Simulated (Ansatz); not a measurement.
Consider the following.

Starting cell, LaOF (space group R-3m):

```
LaOF
1.0
    1.98840     1.14800     6.60909
   -1.98840     1.14800     6.60909
    0.00000    -2.29601     6.60909
La O F
2 2 2
Direct
  0.74234   0.74234   0.74234
  0.25766   0.25766   0.25766
  0.62276   0.62276   0.62276
  0.37724   0.37724   0.37724
  0.87072   0.87072   0.87072
  0.12928   0.12928   0.12928
```

A phonon eigenvector at Γ is frozen into this cell: atom i moves by Q times the vector below, so Q is the largest atomic displacement, in Å. The cell is held.

```json
[
 {"atom": "La1", "x": "0.000", "y": "0.000", "z": "0.143"},
 {"atom": "La2", "x": "0.000", "y": "0.000", "z": "-0.143"},
 {"atom": "O3", "x": "0.000", "y": "0.000", "z": "0.132"},
 {"atom": "O4", "x": "0.000", "y": "0.000", "z": "-0.132"},
 {"atom": "F5", "x": "0.000", "y": "0.000", "z": "1.000"},
 {"atom": "F6", "x": "0.000", "y": "0.000", "z": "-1.000"}
]
```

All values below come from LDA (plane waves to 420 eV, PAW, scalar-relativistic; Ansatz, a program for electronic structure). k mesh 10×10×10 (Γ-centred), Fermi-Dirac smearing 0.05 eV. Energies are smeared free energies. LaOF is run without spin polarisation. LaOF was relaxed with its symmetry unable to fall. ΔE is measured from the undisplaced structure.

The scan covers Q from -0.100 to 0.100 Å in 13 points.

Task: Is the energy the same for displacements of ±0.100 Å, and if not, which side lies higher?

Result: Not even: the negative side lies higher at ±0.100 Å.

Task: What is the energy change at Q = 0.100 Å?

Result: 72.3 meV/cell.

Task: What harmonic wavenumber does the curvature at Q = 0 give?

Result: 301 cm⁻¹.

(For displaced atoms, the force is minus the slope of the energy, and its curvature is a force constant, which sets phonon frequencies.)
